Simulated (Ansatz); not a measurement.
Input:

GeSb₂Te₄:
Space group R-3m, hexagonal axes (No. 166); a = 4.2621 Å, b = 4.2621 Å, c = 41.6132 Å, α = 90.00°, β = 90.00°, γ = 120.00°

```
atom  site  symmetry       x       y       z
----  ----  --------  ------  ------  ------
Ge      3a       -3m  0.0000  0.0000  0.0000
Sb      6c        3m  0.0000  0.0000  0.4220
Te      6c        3m  0.0000  0.0000  0.1295
Te      6c        3m  0.0000  0.0000  0.2930
```
(The calculation used a cell of 7 atoms; values per cell refer to that cell.)

This is the r²SCAN+D4-relaxed structure.

Question: All from the program Ansatz at the r²SCAN+D4 level (PAW), unless another level is named. Give the gap with spin–orbit coupling.

Answer: 0.09 eV.

Question: And the smallest direct gap on the standard path?

Answer: 0.43 eV.

Question: And the weight of the conduction-edge state by species (Voronoi cells)?

Answer: Sb 45 %, Te 33 %, Ge 22 %.

Symmetry was held in the r²SCAN+D4 relaxation. Spin–orbit coupling is left out wherever it is not named.

Potentials: the later of the program's two PAW sets.
